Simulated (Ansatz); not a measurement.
TaRh₃:
```
CELL_PARAMETERS angstrom
      3.81975     0.00000     0.00000
      0.00000     3.81975     0.00000
      0.00000     0.00000     3.81975
ATOMIC_POSITIONS crystal
  Ta 0.00000 0.00000 0.00000
  Rh 0.00000 0.50000 0.50000
  Rh 0.50000 0.00000 0.50000
  Rh 0.50000 0.50000 0.00000
```

Relaxed with LDA. Special points in fractions of this cell's reciprocal vectors: Γ (0.000, 0.000, 0.000); X (0.000, 0.500, 0.000); M (0.500, 0.500, 0.000); R (0.500, 0.500, 0.500).

Question: List the band energies nearest the Fermi level at these points for DFT-LDA in the program Ansatz with PAW potentials.

Answer: In eV from the Fermi level; about four levels below and three above (degenerate sets whole), none deeper than 8.9 eV; points with the same levels are listed once.

| k | below | above |
|---|---|---|
| Γ | -2.72 -2.72 -2.72 -0.55 -0.55 | 0.48 1.03 1.03 1.03 |
| X | -1.50 -1.50 -1.37 -0.22 | 0.74 0.74 1.03 |
| M | -1.85 -1.85 -1.27 -1.06 | 1.41 1.41 1.69 |
| R | -2.67 -2.67 -2.67 -2.38 -2.38 | 0.57 0.57 0.57 |

Space group Pm-3m (Cu3Au type). The workflow started from a Materials Project entry (that database holds measured and hypothetical structures alike); the Crystallography Open Database files this formula in space group No. 221, but the cells were not matched. Whether it is the stable phase at ambient conditions was not checked. The cell was relaxed with LDA under the symmetry of its start; of distortions, only those at the zone centre were tested. No spin polarisation was allowed. Scalar-relativistic: spin–orbit coupling is off unless named, which matters more the heavier the elements.

Potentials: the later of the program's two PAW sets.
